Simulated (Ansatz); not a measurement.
Al$_{2}$Cu (Al2Cu type, space group I4/mcm)

```
CELL_PARAMETERS angstrom
     -3.02971     3.02971     2.43697
      3.02971    -3.02971     2.43697
      3.02971     3.02971    -2.43697
ATOMIC_POSITIONS crystal
  Al 0.65828 0.15828 0.81655
  Al 0.84172 0.65828 0.50000
  Al 0.15828 0.34172 0.50000
  Al 0.34172 0.84172 0.18345
  Cu 0.25000 0.25000 0.00000
  Cu 0.75000 0.75000 0.00000
```

In each cell atom 1 (Al, nearest neighbour Cu at 2.587 Å; its periodic images, 4.9 Å or more away, move with it) moves by s·(0.707, 0.707, 0.000) (along Cartesian [110]), the rest being held.

Level of theory: PBE (plane waves to 420 eV, PAW, scalar-relativistic; Ansatz, an electronic-structure program). k mesh 10×10×10 (Γ-centred), Fermi-Dirac smearing 0.05 eV. Energies are smeared free energies. With partly filled bands, energies and forces of such displacements shift with the k mesh and the smearing. Al2Cu is run without spin polarisation. Al2Cu was relaxed with its symmetry unable to fall. The PAW data are Ansatz's earlier set. The zero of ΔE is the undisplaced structure. The last digit holds for this mesh only.

```json
[
 {"s (Å)": "-0.260", "ΔE (meV/cell)": "197.7"},
 {"s (Å)": "-0.208", "ΔE (meV/cell)": "121.4"},
 {"s (Å)": "-0.156", "ΔE (meV/cell)": "65.9"},
 {"s (Å)": "-0.104", "ΔE (meV/cell)": "28.7"},
 {"s (Å)": "-0.052", "ΔE (meV/cell)": "7.4"},
 {"s (Å)": "0.000", "ΔE (meV/cell)": "0.0"},
 {"s (Å)": "0.052", "ΔE (meV/cell)": "4.9"},
 {"s (Å)": "0.104", "ΔE (meV/cell)": "20.5"},
 {"s (Å)": "0.156", "ΔE (meV/cell)": "45.6"},
 {"s (Å)": "0.208", "ΔE (meV/cell)": "78.7"},
 {"s (Å)": "0.260", "ΔE (meV/cell)": "withheld"}
]
```

### Question
Fit a polynomial form (powers 2, 3, 4) to the given rows and predict ΔE at s = 0.260.

### Answer
Least squares on the 10 given rows: ΔE = (2302)·s² + (-2409)·s³ + (11.15)·s⁴, in meV/cell with s in Å; root-mean-square residual 0.93 meV/cell. At 0.260 the fit gives 113.3 meV/cell; the calculation gives 118.6 meV/cell, so the extrapolation is off by -5.3 (-4.5 %). The quadratic term alone would give 155.6 meV/cell.

(For displaced atoms, the force is minus the slope of the energy, and its curvature is a force constant, which sets phonon frequencies.)
